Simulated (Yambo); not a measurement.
Consider the following.

```xyz
4
Lattice="4.1347 0.0000 0.0000 -2.0673 3.5807 0.0000 0.0000 0.0000 6.6148" Properties=species:S:1:pos:R:3 pbc="T T T"
Li     2.0673     1.1936     5.8081
Li     0.0000     2.3872     2.5007
Br     2.0673     1.1936     3.2872
Br     0.0000     2.3872     6.5946
```

Workflow: PBEsol (Quantum ESPRESSO, PseudoDojo norm-conserving, 74 Ry, without SOC), then G0W0 in Yambo (3×3×2 Γ-centred k mesh, bands 3 to 174 and a 8 Ry block in the screening, 174 bands in G with the Bruneval-Gonze terminator, plasmon pole fitted at 27.2 eV).

**Question.** Give the PBEsol and G0W0 gaps between the band edges found on this mesh, and say where the edges lie.

**Answer.** Edges: Γ → Γ. PBEsol: 4.83 eV; G0W0: 7.36 eV. Nearest settings tried, and what they do to the gap: 108 bands in W, 108 bands in G: -45 meV; 7 Ry block (221 vectors against 263): -22 meV; 3×3×1 mesh: -14 meV. So the settings aren't converged at that level. The k mesh is coarse. Spin-orbit splittings are left out.

Geometry relaxed with PBEsol.

This is not the ordinary phase of the substance; no match was found in the copy of COD used, and its stability was not checked.
